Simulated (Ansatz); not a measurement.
Computed with Ansatz 0.2.0, DFT PBE, scalar-relativistic, plane waves, PAW. All cells share a 420 eV cutoff and Γ-centred k meshes spaced about 0.3 Å⁻¹ or finer (0.25 for metals, 2π included). No spin polarisation.

Relaxed structures of In4Ru, with energies over the first row. Coordination counts all near atoms (those within 1.25 times the shortest distance at each site; a plus sign parts nearer from farther groups; a slash parts the counts of unlike sites).

| # | form | sites | V (Å³/atom) | coordination | ΔE (meV/atom) |
| --- | --- | --- | --- | --- | --- |
| 1 | Im-3m | In 8c; Ru 2a | 24.7 | In 2+6, Ru 8 | 0 |
| 2 | P4/mmm | In 4i; Ru 1a | 25.2 | In 8, Ru 8 | 78 |
| 3 | I4/mmm | In 4e, 4e; Ru 2a | 23.1 | In 12/4+9, Ru 8+4 | 94 |
| 4 | P4/mmm | In 4o; Ru 1c | 34.4 | In 3+4, Ru 8+2 | 149 |

A further structure, relaxed alike:

```yaml
crystal:
  lattice:
    - [5.20417, 0.00000, 0.00000]
    - [0.00000, 5.20417, 0.00000]
    - [0.00000, 0.00000, 5.20417]
  atoms:
    - { symbol: In, position: [0.00000, 0.00000, 0.00000] }
    - { symbol: In, position: [0.50000, 0.50000, 0.00000] }
    - { symbol: In, position: [0.50000, 0.00000, 0.50000] }
    - { symbol: In, position: [0.00000, 0.50000, 0.50000] }
    - { symbol: Ru, position: [0.50000, 0.50000, 0.50000] }
```

**Question.** Where does it fall in the ranking, and at what energy?

**Answer.** It falls between rows 3 and 4, 113 meV/atom above row 1, with space group Pm-3m (No. 221) and 28.2 Å³/atom. Counting all near atoms, this cell has In 2/12+8, Ru 6 and row 1 has In 2+6, Ru 8. Around In on a site of symmetry m-3m lie 12 In at 3.68 Å; In on a site of symmetry 4/mmm has 2 Ru at 2.60 Å and 12 In at 3.68 Å; Ru is surrounded by 6 In at 2.60 Å.

The k mesh leaves some 4 meV/atom of noise in the energy of each metallic cell. Trial moments fell under 0.15 μB along the way in Im-3m, P4/mmm, I4/mmm and Pm-3m; another start might hold them. With atoms moved at random, row 1 ended within 5 meV/atom of its own energy, in a cell of lower symmetry. With atoms moved at random, row 2 came back. Row 3, row 4 and the further cell had no clear such test and can be saddle points.
